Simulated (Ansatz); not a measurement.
Here is the system:

Ga:
```xyz
4
Lattice="3.8269 -2.2848 0.0000 3.8269 2.2848 0.0000 0.0000 0.0000 4.5437" Properties=species:S:1:pos:R:3 pbc="T T T"
Ga     5.0675    -1.4964     1.1359
Ga     2.5863     1.4964     3.4077
Ga     5.0675     1.4964     3.4077
Ga     2.5863    -1.4964     1.1359
```

This is the PBEsol-relaxed structure.

### Question
All from PBEsol in the plane-wave PAW code Ansatz, unless another level is named. Predict the density of states at the Fermi level.

### Answer
0.16 states/eV per atom (mean over ±0.08 eV).

### Question
Next, the gap with spin–orbit coupling?

### Answer
none (metallic).

Space group Cmcm. The first step of the workflow began from a Materials Project structure, measured or hypothetical; the Crystallography Open Database files this formula in space group No. 63, but the cells were not matched. It is not the phase usual at ambient conditions (space group No. 64). Symmetry was held in the PBEsol relaxation; of distortions, only those at the zone centre were tested. Spin–orbit coupling is left out wherever it is not named.

Potentials: the later of the program's two PAW sets.
